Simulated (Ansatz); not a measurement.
TiAu:
```yaml
crystal:
  lattice:
    - [3.32556, 0.00000, 0.00000]
    - [0.00000, 3.32556, 0.00000]
    - [0.00000, 0.00000, 6.08687]
  atoms:
    - { symbol: Ti, position: [0.00000, 0.50000, 0.86396] }
    - { symbol: Ti, position: [0.50000, 0.00000, 0.13604] }
    - { symbol: Au, position: [0.00000, 0.50000, 0.36035] }
    - { symbol: Au, position: [0.50000, 0.00000, 0.63965] }
```

Relaxed with r²SCAN.

Q: Give the Bader charges and basin volumes of the independent atoms, plane-wave PAW r²SCAN (Ansatz code).

A: 

```json
[
 {"atom": "Ti1", "Bader charge (e)": "+1.03", "Bader volume (Å³)": "12.4"},
 {"atom": "Au3", "Bader charge (e)": "-1.03", "Bader volume (Å³)": "21.3"}
]
```

Space group P4/nmm. The workflow started from a Materials Project entry (that database holds measured and hypothetical structures alike); the Crystallography Open Database copy checked does not list it. COD files the formula under space group No. 221. Its standing as an ambient phase is unchecked. Symmetry was held in the r²SCAN relaxation; its stability against distortions is not shown here. No spin polarisation was allowed. Scalar-relativistic: spin–orbit coupling is off unless named, which matters more the heavier the elements.

Potentials: the later of the program's two PAW sets.
